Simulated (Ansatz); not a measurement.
TePb₂S:
```xyz
4
Lattice="4.4473 0.0000 0.0000 0.0000 4.4473 0.0000 0.0000 0.0000 6.2904" Properties=species:S:1:pos:R:3 pbc="T T T"
Te     2.2237     2.2237     0.0000
Pb     0.0000     0.0000     0.0000
Pb     2.2237     2.2237     3.1452
S      0.0000     0.0000     3.1452
```

Relaxed with r²SCAN. Special points in fractions of this cell's reciprocal vectors: Γ (0.000, 0.000, 0.000); X (0.000, 0.500, 0.000); M (0.500, 0.500, 0.000); Z (0.000, 0.000, 0.500); R (0.000, 0.500, 0.500); A (0.500, 0.500, 0.500).

### Question
List the band energies nearest the Fermi level at these points for r²SCAN with spin–orbit coupling in the plane-wave PAW code Ansatz.

### Answer
In eV from the Fermi level; about four levels below and three above (degenerate sets whole), none deeper than 8.9 eV; points with the same levels are listed once.

| k | below | above |
|---|---|---|
| Γ | -1.62 -1.62 -1.60 -1.60 | 2.94 2.94 3.86 3.86 |
| X | -1.02 -1.02 -0.50 -0.50 | 1.03 1.03 1.42 1.42 |
| M | -2.91 -2.91 -2.79 -2.79 | 3.93 3.93 3.94 3.94 |
| Z | -1.70 -1.70 -1.53 -1.53 | 1.99 1.99 2.70 2.70 |
| R | -0.17 -0.17 -0.15 -0.15 | 0.16 0.16 0.47 0.47 |
| A | -1.08 -1.08 -0.42 -0.42 | 1.79 1.79 1.82 1.82 |

Space group P4/mmm. The workflow started from a Materials Project entry (that database holds measured and hypothetical structures alike); the Crystallography Open Database copy checked does not list it. With Te and S taken as one species the cell has the higher symmetry Fm-3m, so it may be an ordered model of a mixed-site phase. Whether it is the stable phase at ambient conditions was not checked. The r²SCAN relaxation kept the symmetry of its start. At this level the phase is dynamically unstable (imaginary phonons).

Potentials: the later of the program's two PAW sets.
